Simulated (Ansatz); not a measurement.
GaP in space group R-3m (No. 166; Ga on 6c, P on 6c) at seven volumes, DFT-r²SCAN in the program Ansatz with PAW potentials, shape and atoms relaxed at each. One row is withheld.

```csv
V (Å³/atom),P (GPa)
18.529,9.36
19.140,5.71
19.751,?
20.362,0.00
20.973,-2.22
21.584,-4.10
22.195,-5.68
```

**Question.** Fit the shown pressures and predict the withheld one.

**Answer.** Third-order Birch–Murnaghan: P = (3/2)B₀(x^(7/2) − x^(5/2))[1 + (3/4)(B′ − 4)(x − 1)] with x = (V₀/V)^(2/3). Least squares on the six rows gives V₀ = 20.362 Å³/atom, B₀ = 80.12 GPa, B′ = 4.53. At V = 19.751, x = 1.0205 and P = 2.62 GPa. The run itself gave 2.62 GPa.

The workflow started from a Materials Project entry (that database holds measured and hypothetical structures alike); the Crystallography Open Database copy checked does not list it. It is not the phase usual at ambient conditions (space group No. 216). Symmetry was held in the r²SCAN relaxation; whether a distortion lowers the energy is not shown. Spin–orbit coupling is left out wherever it is not named.

Potentials: the later of the program's two PAW sets.
